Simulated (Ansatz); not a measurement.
ZnO:
```xyz
4
Lattice="3.2296 0.0000 0.0000 -1.6148 2.7970 0.0000 0.0000 0.0000 5.2147" Properties=species:S:1:pos:R:3 pbc="T T T"
Zn     1.6148     0.9323     0.0106
Zn     0.0000     1.8646     2.6180
O      1.6148     0.9323     3.2496
O      0.0000     1.8646     0.6422
```

Relaxed with PBEsol. Independent-particle spectrum: no excitons, no local fields, no scissors shift; 0.1 eV broadening; ε₁ of the summed bands alone.

Task: Tabulate the dielectric function from the program Ansatz at the PBEsol level (PAW).

Result: 

```csv
E (eV),ε₁ xx,ε₂ xx,ε₁ zz,ε₂ zz
0.0,5.22,0.00,5.25,0.00
0.3,5.32,0.00,5.33,0.00
0.6,5.83,0.05,5.65,0.00
0.9,5.86,1.47,6.30,1.07
1.2,5.06,1.74,5.46,1.75
1.5,4.59,1.72,4.92,1.85
1.8,4.30,1.65,4.55,1.84
2.1,4.11,1.57,4.29,1.79
2.4,3.98,1.50,4.11,1.74
2.7,3.90,1.45,3.98,1.68
3.0,3.85,1.41,3.89,1.63
3.3,3.83,1.38,3.83,1.59
3.6,3.82,1.37,3.79,1.56
3.9,3.83,1.37,3.78,1.55
4.2,3.85,1.39,3.78,1.54
4.5,3.89,1.43,3.81,1.56
4.8,3.94,1.49,3.85,1.59
5.1,4.00,1.57,3.90,1.65
5.4,4.08,1.69,3.98,1.74
5.7,4.17,1.88,4.08,1.88
6.0,4.20,2.23,4.20,2.10
6.3,4.12,2.54,4.37,2.53
6.6,3.47,2.92,3.76,3.50
6.9,3.37,2.68,3.01,3.16
7.2,3.02,2.73,2.78,2.81
7.5,2.92,2.49,2.76,2.60
7.8,2.93,2.33,2.82,2.48
8.1,3.05,2.19,2.95,2.46
8.4,3.33,2.27,3.11,2.67
8.7,3.46,2.42,2.96,3.02
9.0,3.64,2.69,2.53,3.04
9.3,3.65,2.89,2.21,2.81
9.6,4.11,3.31,2.46,2.56
9.9,3.73,4.67,2.59,2.44
10.2,2.64,5.07,3.18,2.52
10.5,1.77,4.39,3.60,3.20
10.8,1.58,4.85,2.32,5.10
11.1,0.62,4.48,1.65,3.54
11.4,0.80,3.22,2.11,3.17
11.7,1.59,3.75,3.08,3.78
12.0,0.58,4.09,1.71,5.71
```

Task: From ε at 1.0 eV (xx: 5.53 + 1.64i), find n, k, the normal reflectivity and the absorption coefficient.

Result: n = 2.38, k = 0.345, R = 18 %, α = 2kE/ħc = 35000 cm⁻¹.

With all bands, ε∞ without local fields is 5.44 (xx = yy), 5.47 (zz). DFPT, with local fields, gives 5.30 (xx = yy), 5.35 (zz).

Space group P6_3mc (wurtzite). The cell was relaxed with PBEsol under the symmetry of its start.

Potentials: the later of the program's two PAW sets.
